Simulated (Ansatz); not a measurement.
TiRh:
```yaml
crystal:
  lattice:
    - [2.92650, 0.00000, 0.00000]
    - [0.00000, 2.92650, 0.00000]
    - [0.00000, 0.00000, 3.37013]
  atoms:
    - { symbol: Ti, position: [0.50000, 0.50000, 0.50000] }
    - { symbol: Rh, position: [0.00000, 0.00000, 0.00000] }
```

Relaxed with PBEsol. Special points in fractions of this cell's reciprocal vectors: Γ (0.000, 0.000, 0.000); X (0.000, 0.500, 0.000); M (0.500, 0.500, 0.000); Z (0.000, 0.000, 0.500); R (0.000, 0.500, 0.500); A (0.500, 0.500, 0.500).

List the band energies nearest the Fermi level at these points for DFT-PBEsol with spin–orbit coupling in the program Ansatz with PAW potentials.

In eV from the Fermi level; about four levels below and three above (degenerate sets whole), none deeper than 8.9 eV; points with the same levels are listed once.

```csv
k,below,above
Γ,-2.46 -2.46 -1.65 -1.65,0.23 0.23 1.35 1.35
X,-0.96 -0.96 -0.32 -0.32,0.70 0.70 1.45 1.45
M,-4.36 -4.36 -0.30 -0.30,0.87 0.87 1.52 1.52
Z,-1.26 -1.26 -0.63 -0.63,0.89 0.89 0.95 0.95
R,-3.13 -3.13 -1.52 -1.52,0.25 0.25 0.47 0.47
A,-1.07 -1.07 -0.27 -0.27,2.31 2.31 3.10 3.10
```

Space group P4/mmm (L1₀ or tetragonal B2). The workflow started from a Materials Project entry (that database holds measured and hypothetical structures alike); the Crystallography Open Database files this formula in space group No. 123, but the cells were not matched. Whether it is the stable phase at ambient conditions was not checked. The PBEsol relaxation kept the symmetry of its start; of distortions, only those at the zone centre were tested. The run is not spin-polarised.

Potentials: the later of the program's two PAW sets.
